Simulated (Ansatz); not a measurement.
In₂Si₂O₇ (space group C2/m)

```
In2Si2O7
1.0
    3.28273    -4.27851     0.00000
    3.28273     4.27851     0.00000
   -1.01619     0.00000     4.57490
In Si O
2 2 7
Direct
  0.30705   0.69295   0.00000
  0.69295   0.30705   0.00000
  0.22283   0.22283   0.41060
  0.77717   0.77717   0.58940
  0.92086   0.60611   0.78081
  0.07914   0.39389   0.21919
  0.39389   0.07914   0.21919
  0.60611   0.92086   0.78081
  0.00000   0.00000   0.50000
  0.60697   0.60697   0.28170
  0.39303   0.39303   0.71830
```

The slice is a (100) plane (indices of the conventional cell) through the point (0.223, 0.223, 0.411) (fractional), spanned by u = [001] and v = [1 -1 0] in vectors of this cell: u (4.69 Å) and v (8.56 Å, at 90° to u). It covers one period; positions are fractions (u, v).

Level of theory: LDA (plane waves to 420 eV, PAW, scalar-relativistic; Ansatz, a quantum-chemistry and plane-wave program). k mesh 5×5×6. These are valence fields of a PAW run, semicore shells included where kept as valence: close to a nucleus they are smooth pseudo fields. In2Si2O7 was relaxed with its symmetry unable to fall.

**Question.** Sketch the electrostatic potential energy of an electron, from the cell's mean on this plane as a map.

**Answer.** 
| v \ u | 0.00 | 0.15 | 0.31 | 0.46 | 0.62 | 0.77 | 0.92 |
|---|---|---|---|---|---|---|---|
| 0.88 | <2.0 | 5.0 | 8.6 | 8.8 | 7.7 | x | x |
| 0.75 | 10.0 | 10.3 | 7.9 | 6.4 | 6.1 | 4.8 | 8.5 |
| 0.62 | 5.9 | <2.0 | x | x | 7.2 | 7.6 | 7.7 |
| 0.50 | <2.0 | x | <2.0 | 7.2 | 9.6 | 8.6 | <2.0 |
| 0.38 | 5.9 | <2.0 | x | x | 7.2 | 7.6 | 7.7 |
| 0.25 | 10.0 | 10.3 | 7.9 | 6.4 | 6.1 | 4.8 | 8.5 |
| 0.12 | <2.0 | 5.0 | 8.6 | 8.8 | 7.7 | x | x |
| 0.00 | x | <2.0 | 7.6 | 10.1 | 9.4 | <2.0 | x |

Values: electrostatic potential energy of an electron, from the cell's mean, in eV. Points within 0.7 Å of a nucleus are blanked (x), as the pseudised field means little there. Values under 2 eV are set to 2. The zero, the cell's mean, hangs on the PAW cores.
